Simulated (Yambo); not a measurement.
Yambo run on LiNbF6 (space group R-3, No. 148). The wavefunctions are LDA (pw.x of Quantum ESPRESSO, ONCV potentials, scalar-relativistic) ones on a 2×2×2 mesh (29 occupied bands); a = b = c = 5.4301 Å, α = β = γ = 56.19°.

Yambo input:

```
rim_cut
HF_and_locXC
RandQpts= 1000000
RandGvec= 1 Ry
EXXRLvcs= 84 Ry
VXCRLvcs= 336 Ry
% QPkrange
 1 | 1 | 29 | 30 |
 2 | 2 | 29 | 30 |
%
```

k points by index: 1 = Γ, 2 = L.

The o-*.hf file then holds:

```
#    K-point    Band    Eo [eV]    Ehf [eV]    Vxc [eV]    Vnlxc [eV]
#
    1    29    0.000000    -7.665384    -22.55946    -30.22485
    1    30    5.384948    11.65270    -18.64015    -12.37239
    2    29    -0.054625    -7.723665    -22.47958    -30.14862
    2    30    5.293486    11.52165    -18.47440    -12.24623
```
Exchange alone, without screening.

Spin-orbit coupling is not included.

Geometry of the Materials Project entry, not relaxed at this level.

The structure is a Materials Project entry; no match was found in the copy of COD used, and its stability was not checked.
